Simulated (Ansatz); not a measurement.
A relaxed cell of SnSe (Fm-3m (No. 225)), relaxed on a k-mesh at least as fine as the one used below. The numbers are results of r2SCAN (plane waves to 500 eV, PAW, scalar-relativistic; Ansatz, a program for electronic structure), not measurements. Γ-centred k-mesh 7×7×7 on the run's cell (coarser than for final values), Fermi–Dirac smearing 0.05 eV.

```xyz
4
Lattice="0.0000 6.0188 6.0188 3.0094 3.0094 6.0188 3.0094 3.0094 0.0000" Properties=species:S:1:pos:R:3 pbc="T T T"
Se     0.0000     0.0000     0.0000
Se     3.0094     6.0188     9.0283
Sn     3.0094     9.0283     9.0283
Sn     3.0094     6.0188     6.0188
```

The atoms are displaced along an unstable phonon of this cell by (Å):

| atom | ux | uy | uz |
|---|---|---|---|
| Se1 | 0.000 | 0.000 | 0.150 |
| Se2 | 0.000 | 0.000 | -0.150 |
| Sn3 | 0.000 | 0.000 | -0.148 |
| Sn4 | 0.000 | 0.000 | 0.148 |

### Question
What forces (eV/Å) and pressure result?

### Answer
```tsv
atom	Fx	Fy	Fz
Se1	0.00	0.00	-0.24
Se2	0.00	0.00	0.24
Sn3	0.00	0.00	0.29
Sn4	0.00	0.00	-0.29
```

Pressure +2.0 GPa.

### Question
Estimate the energy cost of the displacement in the harmonic approximation and compare with the calculation.

### Answer
For a harmonic well ΔE = −½ Σ F·u = 0.078 eV a cell, or 20 meV/atom. The calculated energy relative to the undisplaced cell is +0.01 eV/atom, so anharmonic terms matter at this amplitude.

No spin polarisation in the result.

The run that gave the undisplaced cell could not lose the symmetry of its start.

The first start was generated by placing the elements on the sites of a structure type. A measured structure of SnSe has the same space group, Fm-3m (No. 225); the sites were not compared with it. Another known form has space group No. 62.
